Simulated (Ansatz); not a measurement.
BP:
```yaml
crystal:
  lattice:
    - [3.18009, 0.00000, 0.00000]
    - [-1.59005, 2.75404, 0.00000]
    - [0.00000, 0.00000, 7.87223]
  atoms:
    - { symbol: B, position: [0.33333, 0.66667, 0.25000] }
    - { symbol: P, position: [0.66667, 0.33333, 0.25000] }
    - { symbol: P, position: [0.33333, 0.66667, 0.75000] }
    - { symbol: B, position: [0.66667, 0.33333, 0.75000] }
```

Relaxed with LDA. Special points in fractions of this cell's reciprocal vectors: Γ (0.000, 0.000, 0.000); M (0.500, 0.000, 0.000); K (0.333, 0.333, 0.000); A (0.000, 0.000, 0.500); L (0.500, 0.000, 0.500); H (0.333, 0.333, 0.500).

### Question
List the band energies nearest the valence-band maximum at these points for the program Ansatz at the LDA level (PAW).

### Answer
In eV from the valence-band maximum; about four levels below and three above (degenerate sets whole), none deeper than 8.9 eV; points with the same levels are listed once.

| k | below | above |
|---|---|---|
| Γ | -1.75 -1.75 -1.69 -1.69 | 3.16 4.56 4.56 |
| M | -3.80 -3.71 -1.88 -0.46 | 0.55 2.21 2.66 |
| K | -6.59 -6.43 -0.46 -0.46 | 1.18 1.18 4.89 |
| A | -1.73 -1.73 -1.73 -1.73 | 4.62 4.62 4.62 4.62 |
| L | -3.76 -3.76 -1.22 -1.22 | 1.22 1.22 2.82 2.82 |
| H | -6.51 -6.51 -0.09 -0.09 | 0.66 0.66 5.84 5.84 |

Space group P6_3/mmc. The start of the workflow was typed in or built on a structure type; neither database checked (COD, Materials Project) lists it. It is not the phase usual at ambient conditions (space group No. 216). The cell was relaxed with LDA under the symmetry of its start; phonons show weakly imaginary modes. A crystal of weakly bound layers computed without a dispersion correction: the cell and the soft elastic constants depend strongly on that.

Potentials: the later of the program's two PAW sets.
